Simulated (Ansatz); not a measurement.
Relaxed-ion elastic tensor of FeCo (CsCl type, Pm-3m) in GPa (Voigt order), the program Ansatz at the PBE level (PAW); density 8.28 g/cm³, 11.51 Å³ per atom.

```tsv
	1	2	3	4	5	6
1	265	155	155	0.0	0.0	0.0
2	155	265	155	0.0	0.0	0.0
3	155	155	265	0.0	0.0	0.0
4	0.0	0.0	0.0	133	0.0	0.0
5	0.0	0.0	0.0	0.0	133	0.0
6	0.0	0.0	0.0	0.0	0.0	133
```

### Question
Is the crystal mechanically stable?

### Answer
Yes: the smallest eigenvalue of C is 111 GPa.

### Question
Work out the Voigt, Reuss and Hill averages.

### Answer
K_V = 192, K_R = 192, K_H = 192; G_V = 102, G_R = 85.1, G_H = 93.5 GPa.

### Question
Give Young's modulus, Poisson's ratio, Pugh's ratio and the universal anisotropy index.

### Answer
E = 9KG/(3K + G) = 241 GPa; ν = 0.29; K/G = 2.05 (ductile by the Pugh limit of 1.75); A_U = 5G_V/G_R + K_V/K_R − 6 = 0.98.

### Question
Estimate the sound speeds and the Debye temperature.

### Answer
v_l = √((K + 4G/3)/ρ) = 6180 m/s, v_t = √(G/ρ) = 3360 m/s, mean 3750 m/s; Θ = (h/k)(3n/4πV)^(1/3) v_m = 494 K.

### Question
Give the Zener ratio and Young's modulus along [100], [110] and [111].

### Answer
A = 2C44/(C11 − C12) = 2.40; 1/E = S11 − 2(S11 − S12 − S44/2)Γ with Γ = 0, 1/4, 1/3 gives 151, 252, 324 GPa.

### Question
Solve the Christoffel equation for the three sound speeds along [100], [110], [111].

### Answer
Eigenvalues of C_ijkl n_j n_l equal ρv². In km/s, slowest first: [100] 4.01, 4.01, 5.66; [110] 2.58, 4.01, 6.44; [111] 3.13, 3.13, 6.67.

Symmetry was held in the PBE relaxation. Spin order of the final state: ferromagnetic, chosen from 5 collinear starts compared on coarse meshes (ties went to the first, and starts can fall back to one state), not a proven ground state. Textbook magnetic order: ferromagnetic. As this level gives no gap, shear constants depend on the k-mesh and smearing (Fermi–Dirac, 0.1 eV here).

Potentials: the later of the program's two PAW sets.
